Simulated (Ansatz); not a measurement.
Relaxed-ion elastic tensor of TiC2 in space group P-3m1 (No. 164; Ti on 1a, C on 2d) in GPa (Voigt order), DFT-PBEsol in the program Ansatz with PAW potentials; density 4.95 g/cm³, 8.04 Å³ per atom.

```json
[
 {"": "1", "1": "714", "2": "186", "3": "113", "4": "8.9", "5": "0.0", "6": "0.0"},
 {"": "2", "1": "186", "2": "714", "3": "113", "4": "-8.9", "5": "0.0", "6": "0.0"},
 {"": "3", "1": "113", "2": "113", "3": "308", "4": "0.0", "5": "0.0", "6": "0.0"},
 {"": "4", "1": "8.9", "2": "-8.9", "3": "0.0", "4": "29.3", "5": "0.0", "6": "0.0"},
 {"": "5", "1": "0.0", "2": "0.0", "3": "0.0", "4": "0.0", "5": "29.3", "6": "8.9"},
 {"": "6", "1": "0.0", "2": "0.0", "3": "0.0", "4": "0.0", "5": "8.9", "6": "264"}
]
```

Problem. Is the crystal mechanically stable?

Solution. Yes: the smallest eigenvalue of C is 28.9 GPa.

Problem. Work out the Voigt, Reuss and Hill averages.

Solution. K_V = 284, K_R = 236, K_H = 260; G_V = 153, G_R = 59.9, G_H = 106 GPa.

Problem. Give Young's modulus, Poisson's ratio, Pugh's ratio and the universal anisotropy index.

Solution. E = 9KG/(3K + G) = 281 GPa; ν = 0.32; K/G = 2.45 (ductile by the Pugh limit of 1.75); A_U = 5G_V/G_R + K_V/K_R − 6 = 7.96.

Problem. Estimate the sound speeds and the Debye temperature.

Solution. v_l = √((K + 4G/3)/ρ) = 9010 m/s, v_t = √(G/ρ) = 4640 m/s, mean 5190 m/s; Θ = (h/k)(3n/4πV)^(1/3) v_m = 772 K.

Problem. How much does each axis shrink under pressure?

Solution. Linear compressibilities β_i = Σ_j S_ij (j = 1 to 3): x 0.77, y 0.77, z 2.7 per TPa.

The start of the workflow was typed in or built on a structure type; neither database checked (COD, Materials Project) lists it. Whether it is the stable phase at ambient conditions was not checked. The cell was relaxed with PBEsol under the symmetry of its start; its stability against distortions is not shown here. No spin polarisation was allowed. Its formation energy is positive at this level, so the cell may be metastable or incomplete. As this level gives no gap, shear constants depend on the k-mesh and smearing (Fermi–Dirac, 0.1 eV here).

Potentials: the earlier of the program's two PAW sets. The files were generated under PBE; for other functionals the program regenerates the frozen cores, and for LDA and PBEsol the local potential too.
